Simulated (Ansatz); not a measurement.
Relaxed-ion elastic tensor of LiNbO3 in space group R3c (No. 161; Li on 6a, Nb on 6a, O on 18b) in GPa (Voigt order), r²SCAN in the plane-wave PAW code Ansatz; density 4.64 g/cm³, 10.58 Å³ per atom.

```
  207   62.0   68.8   11.4    0.0    0.0
 62.0    207   68.8  -11.4    0.0    0.0
 68.8   68.8    241    0.0    0.0    0.0
 11.4  -11.4    0.0   58.8    0.0    0.0
  0.0    0.0    0.0    0.0   58.8   11.4
  0.0    0.0    0.0    0.0   11.4   72.3
```

Is the crystal mechanically stable?

Yes: the smallest eigenvalue of C is 52.3 GPa.

Work out the Voigt, Reuss and Hill averages.

K_V = 117, K_R = 116, K_H = 117; G_V = 68.3, G_R = 65.5, G_H = 66.9 GPa.

Give Young's modulus, Poisson's ratio, Pugh's ratio and the universal anisotropy index.

E = 9KG/(3K + G) = 168 GPa; ν = 0.26; K/G = 1.74 (near the Pugh limit of 1.75, no verdict); A_U = 5G_V/G_R + K_V/K_R − 6 = 0.22.

Estimate the sound speeds and the Debye temperature.

v_l = √((K + 4G/3)/ρ) = 6660 m/s, v_t = √(G/ρ) = 3800 m/s, mean 4220 m/s; Θ = (h/k)(3n/4πV)^(1/3) v_m = 572 K.

How much does each axis shrink under pressure?

Linear compressibilities β_i = Σ_j S_ij (j = 1 to 3): x 3.1, y 3.1, z 2.4 per TPa.

Symmetry was held in the r²SCAN relaxation. No spin polarisation was allowed.

Potentials: the later of the program's two PAW sets.
